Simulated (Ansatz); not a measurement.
**Sn5As3: from a guess to a relaxed structure**

Computed with DFT PBE, scalar-relativistic, plane waves, PAW in Ansatz 0.2.0. Cutoff 420 eV, Gaussian smearing, Γ-centred meshes. Cell and atoms relax first on a coarse mesh, the cell is then made exact in the group found at 0.06 to 0.08 Å, and last on a converged mesh; the steps can't lower the symmetry of their start. No spin polarisation.

The guess for Sn5As3 was made by a generator: species swapped into a database cell of Ti3Pd5 (P4/mmm, No. 123), with As on the Ti sites and Sn on the Pd sites. Lengths were set from tabulated atomic sizes, so they are only a guess.

```
Sn As
1.0
     3.99801    0.00000    0.00000
     0.00000    3.99801    0.00000
     0.00000    0.00000   13.96340
Sn As
5 3
Cartesian
  0.0000 0.0000 3.3838
  1.9990 1.9990 8.6519
  1.9990 1.9990 5.3115
  0.0000 0.0000 10.5796
  0.0000 0.0000 0.0000
  1.9990 1.9990 1.9248
  1.9990 1.9990 12.0386
  0.0000 0.0000 6.9817
```

The zero of energy is the elements' standard structures at the same level; no fitted shifts are applied. The references include grey tin.

**Question.** What does it relax into?

**Answer.** The symmetry stays P4/mmm (No. 123). The volume per atom shrinks by 11.0 %, from 27.9 to 24.8 Å³. The shortest distance goes from 3.18 Å (Sn–As) to 2.97 Å (Sn–As). The ratio c/a of the conventional cell changes by a factor of 1.19. Conventional cell: a = 3.626 Å, c = 15.107 Å. Sn on a site of symmetry 4mm has 4 As at 2.97 Å and 9 Sn at 3.45–3.63 Å; Sn on a second site of symmetry 4mm is surrounded by 4 As at 3.06 Å, 1 Sn at 3.33 Å, 8 Sn at 3.54–3.63 Å and 1 As at 3.94 Å; around Sn on a site of symmetry 4/mmm lie 8 As at 3.22 Å and 6 Sn at 3.45–3.63 Å; As on a site of symmetry 4mm is surrounded by 4 Sn at 2.97 Å, 4 Sn at 3.22 Å, 4 As at 3.63 Å, 1 As at 3.91 Å and 1 Sn at 3.94 Å; around As on a site of symmetry 4/mmm lie 8 Sn at 3.06 Å.

```
Sn As
1.0
     3.62589    0.00000    0.00000
     0.00000    3.62589    0.00000
     0.00000    0.00000   15.10731
Sn As
5 3
Direct
  0.00000 0.00000 0.22825
  0.50000 0.50000 0.61015
  0.50000 0.50000 0.38985
  0.00000 0.00000 0.77175
  0.00000 0.00000 0.00000
  0.50000 0.50000 0.12927
  0.50000 0.50000 0.87073
  0.00000 0.00000 0.50000
```

**Question.** Give its energy and gap.

**Answer.** The energy over the elements is +0.09 eV/atom and the gap on the 8×8×2 mesh of the 8-atom cell is 0 eV (a metal).

The separate elements lie lower, so it is unstable against them.

The last run used Gaussian smearing of 0.10 eV. No dispersion correction is applied, so the spacing and binding between layers, chains or molecules are poorly described. An odd number of electrons in the primitive cell allows no gap without spin; a larger cell or a magnetic state could open one. The cell is a metal run without spin; a magnetic state may lie lower. The reference form of As is held partly by dispersion forces, which this level lacks. A structure relaxed within its symmetry needn't be a true minimum. Another cell of the same search, in P4mm, lies 106 meV/atom lower, so this cell isn't the stable form at this level.
